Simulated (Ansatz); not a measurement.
An Ansatz run on wurtzite ZnO left the output below. The cell was relaxed with r2SCAN and then strained (isotropic -2.0 % on every length), with the atoms relaxed again with r2SCAN; k points keep the names of the unstrained zone.

The cell:
```xyz
4
Lattice="3.1706 0.0000 0.0000 -1.5853 2.7458 0.0000 0.0000 0.0000 5.1067" Properties=species:S:1:pos:R:3 pbc="T T T"
Zn    0.0000    1.8306   -0.0120
Zn    1.5853    0.9153    2.5414
O     0.0000    1.8306    1.9270
O     1.5853    0.9153    4.4804
```

The log, with set-up remarks and timings taken out:
```
Crystal: 4 atoms, lattice volume = 44.460 Å³
Basis set: ecut = 500 eV, 1105 PW (Γ)
Bands: 22, of which v1, the nominal top of the filled ones, is band 18 counted from 1 (17 counted from 0)
Symmetry: 12 space group operations
k-points: 95 of 324 (irreducible under 2 space group operations, time reversal used)
Free energy (F): -7789.767451 eV
Fermi energy:    7.927462 eV
--- Per-component energies (eV) ---
  E_band       = 76.023568
  E_kinetic    = 616.445489
  E_local      = -3913.622684
  E_nonlocal   = 1343.024514
  E_hartree    = 1618.705781
  E_xc         = -394.232640
  E_vxc        = -317.720698
  E_paw        = -4028.778697
  E_vpaw       = -908.682943
  E_vtau       = 19.166465
  E_ewald      = -3030.881919
  E_core_change = -0.429119
--- Dielectric response (ions clamped): 3 representative field directions + reference, inside a basis on a mesh of 1568 k-points ---
  ε∞ (high-frequency dielectric tensor):
        4.249158     0.000000     0.000000
        0.000000     4.249158     0.000000
        0.000000     0.000000     4.311545
  Born effective charges Z* (e; rows j = field, columns β = displacement):
    site 0:
         2.05727    0.00000    0.00000
         0.00000    2.05727    0.00000
         0.00000    0.00000    2.10751
    site 1:
         2.05727    0.00000    0.00000
         0.00000    2.05727    0.00000
         0.00000    0.00000    2.10751
    site 2:
        -2.05727    0.00000    0.00000
         0.00000   -2.05727    0.00000
         0.00000    0.00000   -2.10751
    site 3:
        -2.05727    0.00000    0.00000
         0.00000   -2.05727    0.00000
         0.00000    0.00000   -2.10751
  ε∞ is read to err by 1.5e-2, Z* by 1.3e-2 e
```

Q: Write the input file that gave this output.

A:
```yaml
crystal:
  # lattice and atoms as above
kpoints:
  mp_grid: { grid: [9, 9, 4] }
hamiltonian:
  xc: r2scan
scf:
  occupations: { method: fixed }
dielectric: {}
```
The term E_vtau belongs to a meta-GGA, which reads the kinetic-energy density. A response with clamped ions alone is the dielectric block. Close relatives of this functional can't be ruled out from these lines alone. This is the file that was run; thresholds and some counts can't be read off the log exactly.

Command: `ansatz run input.yaml --threads 2 --pin off --max-ram 20275MiB --backend cpu --events-out ev --progress --plain --runs-dir out`. It took 2.2 min on 2 threads of AMD EPYC 7R13 Processor (Zen 3), on a shared host, load about 1.9 per core; peak host memory 1.6 GiB.

Calculated for a static, non-magnetic cell.
